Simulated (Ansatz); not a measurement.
The relaxed structure here is a generated cell of VSb: the first start was made by a random draw of sites in a space group, and the end was not matched to a known phase here, so it may be hypothetical.

A relaxed cell of VSb (P6/mmm (No. 191)), relaxed on a k-mesh at least as fine as the one used below. The numbers are results of PBEsol (plane waves to 420 eV, PAW, scalar-relativistic; Ansatz, a first-principles code), not measurements. Γ-centred k-mesh 8×4×6 on the run's cell (coarser than for final values), Fermi–Dirac smearing 0.05 eV.

```
VSb
1.0
    4.50679     0.00000     0.00000
   -4.50679     7.80598     0.00000
    0.00000     0.00000     5.77917
Sb V
4 4
Cartesian
  0.00000   0.00000   0.00000
 -2.25339   3.90299   0.00000
  0.00000   0.00000   2.88959
 -2.25339   3.90299   2.88959
  0.00000   2.60199   2.88959
 -2.25339   6.50499   2.88959
  2.25339   1.30100   2.88959
  0.00000   5.20399   2.88959
```

The atoms are displaced by (Å):

| atom | ux | uy | uz |
|---|---|---|---|
| Sb1 | 0.000 | 0.009 | 0.039 |
| Sb2 | -0.119 | 0.042 | 0.027 |
| Sb3 | -0.029 | 0.086 | 0.010 |
| Sb4 | 0.090 | 0.092 | 0.012 |
| V5 | 0.019 | -0.060 | 0.042 |
| V6 | 0.008 | -0.033 | 0.060 |
| V7 | -0.046 | 0.075 | 0.034 |
| V8 | 0.024 | 0.041 | 0.030 |

### Question
What forces (eV/Å) and pressure result?

### Answer
```json
[
 {"atom": "Sb1", "Fx": "0.07", "Fy": "-0.06", "Fz": "-0.28"},
 {"atom": "Sb2", "Fx": "-0.36", "Fy": "-0.02", "Fz": "-0.22"},
 {"atom": "Sb3", "Fx": "0.04", "Fy": "-1.77", "Fz": "0.17"},
 {"atom": "Sb4", "Fx": "-0.85", "Fy": "-1.54", "Fz": "0.06"},
 {"atom": "V5", "Fx": "0.48", "Fy": "1.86", "Fz": "0.05"},
 {"atom": "V6", "Fx": "-0.39", "Fy": "1.33", "Fz": "0.10"},
 {"atom": "V7", "Fx": "0.23", "Fy": "-0.16", "Fz": "0.08"},
 {"atom": "V8", "Fx": "0.77", "Fy": "0.36", "Fz": "0.05"}
]
```

Pressure +0.5 GPa.

The undisplaced cell is probably no minimum: from this displacement the run went on to P6/mmm (No. 191), 0.88 eV/atom below it.

No spin polarisation in the result: the starting moments vanished.
